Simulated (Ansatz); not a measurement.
CaO (rock salt, Fm-3m), a = 4.7080 Å, b = 4.7080 Å, c = 4.7080 Å, α = 90.00°, β = 90.00°, γ = 90.00°; the cell used has 2 atoms.

Relaxed with LDA.

Give the optical modes at the zone centre with their infrared and Raman activity from DFPT, LDA in the plane-wave PAW code Ansatz.

Transverse frequencies, without the LO–TO term; a row sums one degenerate level.

| ω (cm⁻¹) | degeneracy | IR ((D/Å)²/amu) | Raman (Å⁴/amu) | activity | symmetry |
|---|---|---|---|---|---|
| 290 | 3 | 34.14 | 0 | IR | T1u |

How high does the top mode go among those that the LO–TO term moves?

569 cm⁻¹ for q along x.

Symmetry was held in the LDA relaxation; phonons on a q-mesh show no instability.

Potentials: the later of the program's two PAW sets.
